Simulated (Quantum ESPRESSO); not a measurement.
**Band energies of WCu2S4**

```
WCu2S4
1.0
    5.37586     0.00000     0.00000
    0.00000     5.37586     0.00000
    0.00000     0.00000     5.06010
S Cu W
4 2 1
Direct
  0.24079   0.75921   0.25653
  0.75921   0.75921   0.74347
  0.75921   0.24079   0.25653
  0.24079   0.24079   0.74347
  0.00000   0.50000   0.00000
  0.50000   0.00000   0.00000
  0.00000   0.00000   0.00000
```

norm-conserving PBEsol (Quantum ESPRESSO, 92 Ry, scalar-relativistic); path ΓXMΓZRAZ,XR,MA; energies in eV from the valence-band maximum.

```csv
k (1/Å),point,band 34,band 35,band 36,band 37,band 38,band 39,band 40,band 41
0.00,Γ,-1.87,-1.43,-0.94,-0.94,-0.33,1.48,1.55,1.64
0.29,,-1.74,-1.59,-1.20,-0.85,-0.34,1.37,1.74,1.97
0.58,X,-1.96,-1.70,-1.33,-0.54,-0.48,1.18,1.96,2.23
0.78,,-2.03,-1.73,-1.01,-0.63,-0.52,1.31,1.89,2.18
1.17,M,-2.20,-1.87,-0.75,-0.75,-0.18,1.62,1.98,2.03
1.58,,-1.95,-1.69,-1.03,-0.63,-0.48,1.56,1.66,1.95
1.79,,-1.89,-1.33,-1.28,-0.82,-0.34,1.54,1.56,1.80
2.00,Γ,-1.87,-1.43,-0.94,-0.94,-0.33,1.48,1.55,1.64
2.20,,-1.90,-1.59,-0.88,-0.88,-0.57,1.42,1.71,1.74
2.62,Z,-1.98,-1.81,-1.11,-0.72,-0.72,1.39,2.08,2.09
3.01,,-1.72,-1.68,-1.07,-0.97,-0.36,1.76,1.95,2.11
3.20,R,-1.93,-1.70,-1.00,-0.98,-0.19,1.83,1.85,2.24
3.40,,-1.91,-1.75,-0.85,-0.66,-0.15,1.70,2.18,2.27
3.59,,-2.05,-1.86,-0.39,-0.20,-0.05,1.85,2.12,2.73
3.78,A,-2.28,-1.91,-0.12,0.00,0.00,2.02,2.10,2.91
3.92,,-2.13,-1.88,-0.27,-0.08,-0.06,1.96,2.08,2.80
4.20,,-1.95,-1.65,-0.86,-0.61,-0.39,1.87,1.90,2.32
4.47,,-1.82,-1.70,-1.19,-0.74,-0.71,1.46,2.04,2.16
4.61,Z,-1.98,-1.81,-1.11,-0.72,-0.72,1.39,2.08,2.09
4.61,X,-1.96,-1.70,-1.33,-0.54,-0.48,1.18,1.96,2.23
4.77,,-1.97,-1.70,-1.25,-0.56,-0.52,1.30,1.93,2.28
5.08,,-1.94,-1.71,-1.02,-0.91,-0.26,1.79,1.91,2.13
5.23,R,-1.93,-1.70,-1.00,-0.98,-0.19,1.83,1.85,2.24
5.23,M,-2.20,-1.87,-0.75,-0.75,-0.18,1.62,1.98,2.03
5.54,,-2.28,-1.89,-0.39,-0.39,-0.15,1.83,2.02,2.55
5.85,A,-2.28,-1.91,-0.12,0.00,0.00,2.02,2.10,2.91
```

The PBEsol gap is indirect, 1.18 eV, from A to X; the smallest direct gap is 1.65 eV.

Without spin-orbit coupling, band edges of such heavy elements can be off by tenths of an eV. The 3d shell has no Hubbard U; the runs are without spin polarisation, and magnetic order was not tried.

Geometry relaxed with PBE+D3(BJ).

The structure is a Materials Project entry; no match was found in the copy of COD used, and its stability was not checked.
